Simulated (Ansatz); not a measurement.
Relaxed-ion elastic tensor of SbPd (NiAs type, P6_3/mmc) in GPa (Voigt order), LDA (plane waves, PAW; program Ansatz); density 9.63 g/cm³, 19.68 Å³ per atom.

```tsv
	1	2	3	4	5	6
1	168	123	102	0.0	0.0	0.0
2	123	168	102	0.0	0.0	0.0
3	102	102	197	0.0	0.0	0.0
4	0.0	0.0	0.0	48.7	0.0	0.0
5	0.0	0.0	0.0	0.0	48.7	0.0
6	0.0	0.0	0.0	0.0	0.0	22.4
```

Task: Is the crystal mechanically stable?

Result: Yes: the smallest eigenvalue of C is 22.4 GPa.

Task: Work out the Voigt, Reuss and Hill averages.

Result: K_V = 132, K_R = 132, K_H = 132; G_V = 37.6, G_R = 32.9, G_H = 35.3 GPa.

Task: Give Young's modulus, Poisson's ratio, Pugh's ratio and the universal anisotropy index.

Result: E = 9KG/(3K + G) = 97.1 GPa; ν = 0.38; K/G = 3.74 (ductile by the Pugh limit of 1.75); A_U = 5G_V/G_R + K_V/K_R − 6 = 0.73.

Task: Estimate the sound speeds and the Debye temperature.

Result: v_l = √((K + 4G/3)/ρ) = 4310 m/s, v_t = √(G/ρ) = 1910 m/s, mean 2160 m/s; Θ = (h/k)(3n/4πV)^(1/3) v_m = 238 K.

Task: Solve the Christoffel equation for the three sound speeds along x, y, z.

Result: Eigenvalues of C_ijkl n_j n_l equal ρv². In km/s, slowest first: x 1.53, 2.25, 4.17; y 1.53, 2.25, 4.17; z 2.25, 2.25, 4.52.

Task: How much does each axis shrink under pressure?

Result: Linear compressibilities β_i = Σ_j S_ij (j = 1 to 3): x 2.6, y 2.6, z 2.4 per TPa.

The workflow started from a Materials Project entry (that database holds measured and hypothetical structures alike); the Crystallography Open Database files this formula in space group No. 194, but the cells were not matched. Whether it is the stable phase at ambient conditions was not checked. Symmetry was held in the LDA relaxation; its stability against distortions is not shown here. The run is not spin-polarised. As this level gives no gap, shear constants depend on the k-mesh and smearing (Fermi–Dirac, 0.1 eV here). Spin–orbit coupling is left out wherever it is not named.

Potentials: the later of the program's two PAW sets.
